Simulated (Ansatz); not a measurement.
Mn₃O₄: checking an input

Mn₃O₄ is taken in the coordinates of a database entry, unrelaxed (space group I4_1/amd), 14 atoms in the cell. Forces or pressure are large there, so the entry is far from the computed equilibrium and may be faulty or of a sample under other conditions. Source: COD entry 1514240, which need not be the ambient phase.

Computed with DFT, r2SCAN+U, PAW, plane waves, scalar-relativistic (Ansatz development build ahead of 0.2.0).

```yaml
crystal:
  lattice:
    - [-2.88, 2.88, 4.73]
    - [2.88, -2.88, 4.73]
    - [2.88, 2.88, -4.73]
  atoms:
    - { symbol: Mn, position: [0.0, 0.0, 0.0], spin: 4.5 }
    - { symbol: Mn, position: [0.75, 0.25, 0.5], spin: 4.5 }
    - { symbol: Mn, position: [0.875, 0.625, 0.25], spin: 4.5 }
    - { symbol: Mn, position: [0.375, 0.625, 0.25], spin: 4.5 }
    - { symbol: Mn, position: [0.375, 0.625, 0.75], spin: 4.5 }
    - { symbol: Mn, position: [0.375, 0.125, 0.75], spin: 4.5 }
    - { symbol: O, position: [0.598, 0.384, 0.214] }
    - { symbol: O, position: [0.134, 0.42, 0.286] }
    - { symbol: O, position: [0.17, 0.384, 0.786] }
    - { symbol: O, position: [0.134, 0.848, 0.714] }
    - { symbol: O, position: [0.152, 0.866, 0.286] }
    - { symbol: O, position: [0.616, 0.402, 0.786] }
    - { symbol: O, position: [0.58, 0.866, 0.714] }
    - { symbol: O, position: [0.616, 0.83, 0.214] }
magnetization:
  spin_polarized: true
hamiltonian:
  xc: r2scan
  pseudopotentials: { kind: paw }
  hubbard: { sites: [{ species: Mn, l: d, u_eff: 3.1 }] }
basis:
  ecutwfc: 500
kpoints:
  mp_grid: { grid: [3, 3, 4] }
scf:
  occupations: { method: fermi_dirac, width: 0.02 }
  lower_state_search: "off"
  n_extra_bands: 2
  max_iter: 70
output:
  forces: true
  stress: true
```

A semilocal functional without U tends to delocalise d and f electrons, and can give a metal where the real compound is an insulator. Gaps of semilocal functionals run low against measured ones. Only one magnetic start was run, with no search, so the state need not be the lowest.

Command:
```sh
ansatz run input.yaml --threads 2 --pin off --max-ram 5120MiB --backend cpu --events-out ev --progress --plain --runs-dir out
```

Machine: 2 threads of Arm Neoverse V2, on a shared host.

Problem. Does the program run this input?

Solution. No, it refuses it: inconsistent input (scf.n_extra_bands): n_bands = 71 cannot host the net starting moment |Σ_I m_I| = 27.0000 μB: with N_el = 138 the majority spin channel must hold (N_el + |M|)/2 = 82.5000 electrons at no more than one per band — at least 83 bands (71 bands cap the reachable moment at 2·n_bands − N_el = 4.0000 μB) [...]

Problem. What has to change?

Solution. The setting at fault is “2 bands beyond the filled ones”: with Fermi–Dirac smearing of 0.02 eV and the automatic number of bands the same cell converges in 15 iterations, ferromagnetic, site moments Mn1 4.14, Mn2 4.14, Mn3 3.38, Mn4 3.38, Mn5 3.38, Mn6 3.38 μB, total 26.00 μB per cell, a gap of 1.25 eV on the k-mesh. No help: 12 bands beyond the filled ones (refused).
